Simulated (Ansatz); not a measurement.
An element in the fcc structure gives these cold pressures by all-electron LAPW under PBEsol (Ansatz 0.2.0, scalar-relativistic, no spin polarisation).

| V (Å³/atom) | P (GPa) |
| --- | --- |
| 11.32 | -0.01 |
| 9.96 | 29.5 |
| 8.83 | 77.3 |
| 7.69 | 168.0 |
| 6.56 | 348.7 |
| 5.66 | 632.7 |
| 4.87 | 1100 |

(1) Which element is it?

Results:

(1) Cu. Its zero-pressure volume in this structure is near 11.3 Å³/atom; the volume and the steepness of P(V) together point to it, though neighbours can come close. Other candidates weren't computed, and some may come near.
